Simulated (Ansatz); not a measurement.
Starting cell, GaP (zinc blende):

```yaml
crystal:
  lattice:
    - [0.00000, 5.45173, 5.45173]
    - [2.72587, 0.00000, 2.72587]
    - [2.72587, 2.72587, 0.00000]
  atoms:
    - { symbol: P, position: [0.37500, 0.75000, 0.75000] }
    - { symbol: P, position: [0.87500, 0.75000, 0.75000] }
    - { symbol: Ga, position: [0.00000, 0.00000, 0.00000] }
    - { symbol: Ga, position: [0.50000, 0.00000, 0.00000] }
```

A phonon eigenvector at L = (0.5, 0.0, 0.0) is frozen into this cell: atom i moves by Q times the vector below, so Q is the largest atomic displacement, in Å. The cell is held. It is one choice among 2 degenerate patterns. (q is in reciprocal vectors of the primitive cell; the cell shown is doubled to hold the pattern.)

| atom | x | y | z |
|---|---|---|---|
| P1 | 0.285 | -0.520 | 0.805 |
| P2 | -0.285 | 0.520 | -0.805 |
| Ga3 | 0.112 | -0.204 | 0.315 |
| Ga4 | -0.112 | 0.204 | -0.315 |

Level of theory: r2SCAN (plane waves to 500 eV, PAW, scalar-relativistic; Ansatz, a quantum-chemistry and plane-wave program). k mesh 5×10×10 (Γ-centred), Fermi-Dirac smearing 0.05 eV. E stands for the smeared free energy. GaP was relaxed with its symmetry unable to fall. The PAW data are Ansatz's earlier set. The zero of ΔE is the undisplaced structure.

| Q (Å) | ΔE (eV/cell) |
|---|---|
| -0.100 | 0.1970 |
| -0.067 | 0.0874 |
| -0.033 | 0.0218 |
| 0.000 | 0.0000 |
| 0.033 | 0.0218 |
| 0.067 | 0.0874 |
| 0.100 | 0.1970 |

Task: Which DFPT wavenumber at L = (0.5, 0.0, 0.0) belongs to this mode?
(A) 358 cm⁻¹
(B) 84 cm⁻¹
(C) 234 cm⁻¹

Result: A, 358 cm⁻¹. The curvature of the scan gives 358 cm⁻¹

(A displaced cell: forces are minus the slopes of the energy, force constants its curvatures, and phonons follow from these.)
